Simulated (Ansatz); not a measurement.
Question: Name crystals whose computed values (r²SCAN in the plane-wave PAW code Ansatz) fall in these windows: highest Γ mode, no LO–TO term (cm⁻¹) 270 to 340; Θ_D (K) 300 to 410.

Answer: 

| crystal | highest Γ mode, no LO–TO term (cm⁻¹) | Θ_D (K) |
|---|---|---|
| Ge, diamond | 297 | 376 |
| ZnS, wurtzite | 339 | 360 |
| ZnS, zinc blende | 273 | 363 |
| InP, zinc blende | 296 | 304 |
Others may fit too.

All cells were relaxed under the symmetry of their starts (and spin orders); stability against distortions was not tested throughout. Scalar-relativistic: spin–orbit coupling is off unless named, which matters more the heavier the elements.

Potentials: the later of the program's two PAW sets.
